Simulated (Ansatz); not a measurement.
## Convergence test, LiMg

Theory: Ansatz, DFT PBEsol, scalar-relativistic, plane waves, PAW.

```cif
data_structure
_symmetry_space_group_name_H-M 'P 1'
_symmetry_Int_Tables_number 1
_cell_length_a 3.3664
_cell_length_b 3.4724
_cell_length_c 3.4809
_cell_angle_alpha 91.095
_cell_angle_beta 89.969
_cell_angle_gamma 89.690
_cell_volume 40.68
loop_
_atom_site_label
_atom_site_type_symbol
_atom_site_fract_x
_atom_site_fract_y
_atom_site_fract_z
_atom_site_occupancy
Li1 Li 0.01816 0.98929 0.99812 1
Mg1 Mg 0.48093 0.50738 0.52506 1
```

```json
{"Γ-centred k-mesh": "8×8×8", "occupation rule": "Gaussian smearing, 0.1 eV", "spin treatment": "unpolarised", "valence charge of the PAW sets": "Li 3, Mg 10"}
```

The atoms stay fixed while the plane-wave cutoff is varied. ΔE is the energy extrapolated to zero smearing, less that of the reference run (600 eV). The cell was strained and its atoms displaced at random, so that forces don't vanish. Pressure is positive in compression and holds a correction for the finite cutoff (Pulay stress).

Task: One run gave ΔE = 0.83 meV/atom and P = -0.40 GPa. Which plane-wave cutoff did it use, of 200, 250, 300, 350, 420?

Result: 350 eV. All runs:

```
cutoff (eV)  ΔE (meV/atom) P (GPa) largest change of a force component (eV/Å) plane waves at Γ
        200           1021    -0.29                                       0.011               255
        250            119    -0.37                                       0.001               369
        300           11.3    -0.39                                       0.000               469
        350           0.83    -0.40                                       0.000               611
        420           0.20    -0.40                                       0.000               777
        600           0.00    -0.40                                       0.000              1343
```